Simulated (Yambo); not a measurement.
```xyz
3
Lattice="0.0000 2.2012 2.2012 2.2012 0.0000 2.2012 2.2012 2.2012 0.0000" Properties=species:S:1:pos:R:3 pbc="T T T"
Be     3.3018     3.3018     3.3018
Be     1.1006     1.1006     1.1006
C      4.4024     4.4024     4.4024
```

Workflow: norm-conserving PBEsol (Quantum ESPRESSO, 88 Ry, no spin-orbit coupling), then G0W0 in Yambo (6×6×6 Γ-centred k mesh, bands 3 to 76 and a 14 Ry block in the screening, 76 bands in G with the Bruneval-Gonze terminator, plasmon pole fitted at 27.2 eV).

Give the PBEsol and G0W0 gaps between the band edges found on this mesh, and say where the edges lie.

Edges: Γ → X. PBEsol: 1.05 eV; G0W0: 1.92 eV. Convergence of the G0W0 settings was not tested. 

Geometry strained from the cell relaxed with PBEsol, atoms relaxed again.
